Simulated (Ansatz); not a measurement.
AgCl (rock salt), relaxed and computed with several functionals in Ansatz (plane waves, PAW). Much of their spread follows the volume that each gives.

| functional | V (Å³/atom) | B₀ by P(V) fit (GPa) |
|---|---|---|
| PBE | 22.09 | 41.9 |
| LDA | 19.19 | 69.4 |
| HSE06 | 21.99 | 41.9 |
| r²SCAN | 21.31 | ? |

### Question
Fit a straight line to ln B₀ against ln V and predict the withheld value.

### Answer
Least squares on the 3 shown rows: ln B₀ = -3.64 × ln V + (14.993), with a scatter of 1 %. For r²SCAN this gives 47.4. The run itself gave 50.5, outside the scatter: the line misses something about this case.

All cells were relaxed under the symmetry of their starts (and spin orders); stability against distortions was not tested throughout. Rows with no word on spin ran without spin polarisation. Spin–orbit coupling is left out wherever it is not named.

Potentials: the later of the program's two PAW sets.

Ansatz (a first-principles code) is a plane-wave DFT program.
